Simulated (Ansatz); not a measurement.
## MgB$_{2}$ under strain

Computed with Ansatz, DFT PBE, scalar-relativistic, plane waves, PAW. (420 eV cutoff, 15×15×12 k-mesh, Gaussian smearing of 0.10 eV, no spin polarisation)

The relaxed crystal:

```yaml
crystal:
  lattice:
    - [3.07277, 0.00000, 0.00000]
    - [-1.53638, 2.66109, 0.00000]
    - [0.00000, 0.00000, 3.53183]
  atoms:
    - { symbol: Mg, position: [0.00000, 0.00000, 0.00000] }
    - { symbol: B, position: [0.66667, 0.33333, 0.50000] }
    - { symbol: B, position: [0.33333, 0.66667, 0.50000] }
```

Deformation: biaxial strain in the a-b plane, with the length and tilt of c and the atoms relaxed, all within the symmetry that the strain leaves. Energies are extrapolated to zero smearing.

```tsv
strain (%)	ΔE (meV/atom)	a (Å)	b (Å)	c (Å)
-4.5	66.7	2.934	2.934	3.558
-3.0	28.6	2.981	2.981	3.547
-1.5	6.6	3.027	3.027	3.541
+0.0	0.0	3.073	3.073	3.532
+1.5	5.9	3.119	3.119	3.511
+3.0	22.8	3.165	3.165	3.492
+4.5	49.9	3.211	3.211	3.476
```

**Question.** What stiffness (1/V) d²E/dε² at zero strain does a cubic fit over all points give?

**Answer.** A cubic fit gives (1/V) d²E/dε² = 960 GPa at zero strain (twice the biaxial modulus).

**Question.** How does the free axis c answer a small strain?

**Answer.** Between the innermost points its strain is -0.29 times the applied one.